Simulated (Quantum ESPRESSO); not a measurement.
# Band energies of AgBr

```
CELL_PARAMETERS angstrom
      3.94952     0.00000     0.04441
      0.00000     3.94990     0.00000
     -0.04902     0.00000     5.57931
ATOMIC_POSITIONS crystal
  Br 0.25097 0.25000 0.75029
  Br 0.74903 0.75000 0.24971
  Ag 0.75147 0.75000 0.74959
  Ag 0.24853 0.25000 0.25041
```

LDA (Quantum ESPRESSO, PseudoDojo norm-conserving, 86 Ry, no spin-orbit coupling); path ΓYHCEM1AXH1,MDZ,YD; energies in eV from the valence-band maximum.

```
k (1/Å)  point  band 22  band 23  band 24  band 25  band 26  band 27  band 28  band 29
-------  -----  -------  -------  -------  -------  -------  -------  -------  -------
0.00         Γ    -2.74    -2.58    -2.25    -2.25    -2.24     0.37     1.15     6.79
0.45              -2.25    -2.11    -2.11    -1.97    -1.94     2.80     2.97     6.90
0.56         Y    -2.15    -2.14    -2.14    -1.94    -1.92     3.25     3.25     6.47
1.02              -2.55    -0.82    -0.82    -0.47    -0.46     3.77     3.79     5.58
1.36         H    -2.47    -0.01    -0.01     0.00     0.00     3.25     3.26     6.41
1.36         C    -2.47    -0.01    -0.01     0.00     0.00     3.25     3.26     6.41
1.47              -2.48    -0.20    -0.20    -0.07    -0.06     3.46     3.48     5.86
1.93              -2.57    -2.08    -2.08    -1.38    -1.38     3.93     3.94     5.89
2.15         E    -2.65    -2.64    -2.64    -1.87    -1.87     3.74     3.74     6.94
2.15        M1    -2.65    -2.64    -2.64    -1.87    -1.87     3.74     3.74     6.94
2.38              -2.71    -2.66    -2.66    -2.01    -2.01     2.52     2.52     6.98
2.71         A    -2.74    -2.74    -2.74    -2.58    -2.58     1.15     1.15     6.80
2.94              -2.60    -2.58    -2.57    -2.17    -2.17     1.69     1.69     6.86
3.40              -2.34    -2.21    -2.18    -0.31    -0.30     4.73     4.73     5.01
3.51         X    -2.33    -2.18    -2.16    -0.14    -0.13     4.75     4.75     5.15
3.96              -2.48    -0.20    -0.19    -0.02    -0.02     3.40     3.42     6.04
4.07        H1    -2.47    -0.01    -0.01     0.00     0.00     3.25     3.26     6.41
4.07         M    -2.65    -2.64    -2.64    -1.87    -1.87     3.74     3.74     6.94
4.41              -2.55    -1.65    -1.65    -0.96    -0.96     4.21     4.21     5.25
4.86         D    -2.48    -0.01    -0.01     0.00     0.00     3.25     3.25     6.41
5.33              -2.45    -1.91    -1.91    -0.13    -0.13     4.65     4.65     5.17
5.43         Z    -2.34    -2.17    -2.17    -0.14    -0.14     4.75     4.75     5.15
5.43         Y    -2.15    -2.14    -2.14    -1.94    -1.92     3.25     3.25     6.47
5.73              -2.55    -1.44    -1.44    -0.92    -0.91     3.68     3.68     5.78
6.22         D    -2.48    -0.01    -0.01     0.00     0.00     3.25     3.25     6.41
```

The LDA gap is indirect, 0.37 eV, from C to Γ; the smallest direct gap is 2.61 eV.

Spin-orbit splittings are left out.

Geometry relaxed with LDA.

This is not the ordinary phase of the substance; no match was found in the copy of COD used, and its stability was not checked.
